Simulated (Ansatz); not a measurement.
One crystal and one scan (scan of one atom of the cell) at two levels, PBE (plane waves to 420 eV, PAW, scalar-relativistic; Ansatz, a program for electronic structure) and PBEsol (plane waves to 420 eV, PAW, scalar-relativistic; Ansatz), each from its own relaxed cell and on its own mesh. The cell shown is that of PBE.

Relaxed CdSe (zinc blende):

```xyz
2
Lattice="0.0000 3.0981 3.0981 3.0981 0.0000 3.0981 3.0981 3.0981 0.0000" Properties=species:S:1:pos:R:3 pbc="T T T"
Se     4.6472     4.6472     4.6472
Cd     0.0000     0.0000     0.0000
```

In this cell atom 2 (Cd, nearest neighbour Se at 2.683 Å; its periodic images, 4.4 Å or more away, move with it) is moved by s towards the nearest neighbour, unit vector (-0.577, -0.577, -0.577); all other atoms and the cell stay fixed.

The energy includes the smearing's −TS. CdSe was relaxed with its symmetry unable to fall. Percentages come from the unrounded values.

Results of PBE:

```
Quantity                                                                                                                          Result
------------------------------------------------------------------------  --------------------------------------------------------------
Lattice constant a (Å)                                                                                                             6.196
Force constant k = d²E/ds² at s = 0 (finite differences) (eV/Å²)                                                                    4.06
Zone-centre optical wavenumber from k (transverse: no LO-TO term) (cm⁻¹)                                                             154
Shape of the curve                                                        a single well with its minimum at or next to zero displacement
```

### Question
What does PBEsol give for the same quantities?

### Answer
```json
[
 {"quantity": "Lattice constant a (Å)", "PBEsol": "6.082", "PBE − PBEsol": "+0.114 (+1.9 %)"},
 {"quantity": "Force constant k = d²E/ds² at s = 0 (finite differences) (eV/Å²)", "PBEsol": "4.73", "PBE − PBEsol": "-0.67 (-14 %)"},
 {"quantity": "Zone-centre optical wavenumber from k (transverse: no LO-TO term) (cm⁻¹)", "PBEsol": "167", "PBE − PBEsol": "-13 (-7 %)"}
]
```

PBE gives the higher value for: lattice constant a. PBE gives the lower value for: force constant k = d²E/ds² at s = 0; zone-centre optical wavenumber from k. Both give the same shape of the curve: a single well with its minimum at or next to zero displacement. Neither level is exact: the differences show how much the result hangs on the functional.

(A displaced cell: forces are minus the slopes of the energy, force constants its curvatures, and phonons follow from these.)
